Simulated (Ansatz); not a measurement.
All numbers below come from DFT PBE, scalar-relativistic, plane waves, PAW in Ansatz. Settings: cutoff 420 eV, Γ-centred meshes spaced at most about 0.3 Å⁻¹, and about 0.25 Å⁻¹ or finer for metals (2π included), Gaussian smearing. No spin polarisation in the final relaxations.

Energies over the elements count from the elements' standard structures at the same level, with no fitted energy shifts.

A relaxed structure of Ta2W3 has 16.84 Å³/atom, −0.11 eV/atom against the elements, no gap on its mesh:

```
CELL_PARAMETERS angstrom
-1.61229 1.61229 8.09788
1.61229 -1.61229 8.09788
1.61229 1.61229 -8.09788
ATOMIC_POSITIONS crystal
Ta 0.59969 0.59969 0.00000
Ta 0.40031 0.40031 0.00000
W 0.00000 0.00000 0.00000
W 0.20288 0.20288 0.00000
W 0.79712 0.79712 0.00000
```

Question: Predict cell, energy and gap of Ti2W3 with the same space group and Wyckoff sites.

Answer: Ti2W3 has a = 3.184 Å, c = 15.883 Å: 16.10 Å³/atom, +0.02 eV/atom against the elements, no gap on its mesh. The volume per atom changes by -4.4 % and the formation energy by +0.13 eV/atom (from unrounded values). Covalent radii: Ta 1.70 Å, Ti 1.60 Å; electronegativities 1.50 and 1.54. The cell follows the size of the atom. Ti is surrounded by 8 W at 2.75–2.80 Å, 1 W at 3.14 Å and 5 Ti at 3.14–3.18 Å; W on a site of symmetry 4mm is surrounded by 4 W at 2.69 Å, 4 Ti at 2.80 Å, 1 Ti at 3.14 Å and 5 W at 3.18–3.23 Å; around W on a site of symmetry 4/mmm lie 8 Ti at 2.75 Å and 6 W at 3.18–3.23 Å.

```yaml
crystal:
  lattice:
    - [-1.59196, 1.59196, 7.94162]
    - [1.59196, -1.59196, 7.94162]
    - [1.59196, 1.59196, -7.94162]
  atoms:
    - { symbol: Ti, position: [0.90105, 0.90105, 0.00000] }
    - { symbol: Ti, position: [0.09895, 0.09895, 0.00000] }
    - { symbol: W, position: [0.70343, 0.70343, 0.00000] }
    - { symbol: W, position: [0.29657, 0.29657, 0.00000] }
    - { symbol: W, position: [0.50000, 0.50000, 0.00000] }
```

The two cells were relaxed from separate starts that ended on the same group and sites; neither need be the stable form of its compound. Spin–orbit coupling, which can matter for Ta and W, is left out. Cells relaxed within their symmetry can be saddle points.
